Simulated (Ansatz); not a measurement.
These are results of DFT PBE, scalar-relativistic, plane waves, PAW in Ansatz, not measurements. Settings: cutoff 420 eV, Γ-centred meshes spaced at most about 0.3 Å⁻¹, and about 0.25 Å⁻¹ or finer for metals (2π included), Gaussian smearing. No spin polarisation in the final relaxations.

These are static total energies at zero pressure. All come from trial cells, and lower structures may exist.

Question: Which of these relaxed structures of Li3B2H9 is the lowest in energy?
1.

```
Li B H
1.0
     4.30091    0.00000    0.00000
    -2.15046    3.72470    0.00000
     0.00000    0.00000    5.29205
Li B H
3 2 9
Direct
  0.33333 0.66667 0.80609
  0.66667 0.33333 0.19391
  0.00000 0.00000 0.50000
  0.33333 0.66667 0.29581
  0.66667 0.33333 0.70419
  0.81892 0.63784 0.82157
  0.36216 0.18108 0.82157
  0.81892 0.18108 0.82157
  0.18108 0.36216 0.17843
  0.63784 0.81892 0.17843
  0.18108 0.81892 0.17843
  0.50000 0.00000 0.50000
  0.00000 0.50000 0.50000
  0.50000 0.50000 0.50000
```

2.

```
Li B H
1.0
     3.98445   -4.97606    0.00000
     3.98445    4.97606    0.00000
    -2.18500    0.00000    3.68294
Li B H
3 2 9
Direct
  0.54888 0.17885 0.90818
  0.17885 0.54888 0.90818
  0.50236 0.50236 0.49194
  0.30274 0.76956 0.57100
  0.76956 0.30274 0.57100
  0.83702 0.22690 0.33595
  0.86301 0.25402 0.82184
  0.55319 0.20779 0.44470
  0.25402 0.86301 0.82184
  0.22690 0.83702 0.33595
  0.51955 0.82577 0.68146
  0.82577 0.51955 0.68146
  0.20779 0.55319 0.44470
  0.42024 0.42024 0.98716
```

Answer: 2. It has space group Cm (No. 8); the next, 1, with space group P-3m1 (No. 164), lies 0.36 eV/atom higher. Counting H atoms around B and Li (those within 1.25 times the shortest such distance or 1.15 times the sum of covalent radii, 1.27 where that leaves under three; a slash parts the counts of unlike sites), the lowest has Li 5/7, B 4 and the next has Li 12, B 3.

With hydrogen, zero-point motion can shift such differences by 10 meV/atom or more. Cells relaxed within their symmetry can be saddle points. The Cm cell of Li3B2H9 came from shaking the P-3m1 one. Some types were kept out of the candidates beforehand, so the set may lack a known form.
